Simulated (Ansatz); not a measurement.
TiSi₂:
```xyz
6
Lattice="1.7576 -6.6722 0.0000 1.7576 6.6722 0.0000 0.0000 0.0000 3.5570" Properties=species:S:1:pos:R:3 pbc="T T T"
Ti     1.7576    -5.3052     2.6678
Ti     1.7576     5.3052     0.8893
Si     1.7576    -0.8015     2.6678
Si     1.7576     0.8015     0.8893
Si     1.7576     3.3410     2.6678
Si     1.7576    -3.3410     0.8893
```

This is the PBEsol-relaxed structure.

### Question
All from PBEsol (plane waves, PAW; program Ansatz), unless another level is named. Predict the electronic character.

### Answer
metallic (no gap).

### Question
And the formation energy from the elements (no fitted shifts)?

### Answer
-0.67 eV/atom.

### Question
And the density of states at the Fermi level?

### Answer
0.25 states/eV per atom (mean over ±0.08 eV).

Space group Cmcm. The PBEsol relaxation kept the symmetry of its start. No spin polarisation was allowed. The references are the lowest solids computed at this level, not always the standard phases.

Potentials: the earlier of the program's two PAW sets. The files were generated under PBE; for other functionals the program regenerates the frozen cores, and for LDA and PBEsol the local potential too.
